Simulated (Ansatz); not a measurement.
KTaO$_{3}$ (cubic perovskite, Pm-3m) at seven volumes, LDA (plane waves, PAW; program Ansatz), scaled uniformly. One row is withheld.

| V (Å³/atom) | P (GPa) |
|---|---|
| 11.234 | 25.31 |
| 11.604 | 15.46 |
| 11.974 | 7.10 |
| 12.345 | -0.01 |
| 12.715 | -6.05 |
| 13.085 | ? |
| 13.456 | -15.52 |

Q: Fit the shown pressures and predict the withheld one.

A: Third-order Birch–Murnaghan: P = (3/2)B₀(x^(7/2) − x^(5/2))[1 + (3/4)(B′ − 4)(x − 1)] with x = (V₀/V)^(2/3). Least squares on the six rows gives V₀ = 12.344 Å³/atom, B₀ = 217.8 GPa, B′ = 4.43. At V = 13.085, x = 0.9619 and P = -11.16 GPa. The run itself gave -11.18 GPa.

The LDA relaxation kept the symmetry of its start. No spin polarisation was allowed. Scalar-relativistic: spin–orbit coupling is off unless named, which matters more the heavier the elements.

Potentials: the later of the program's two PAW sets.
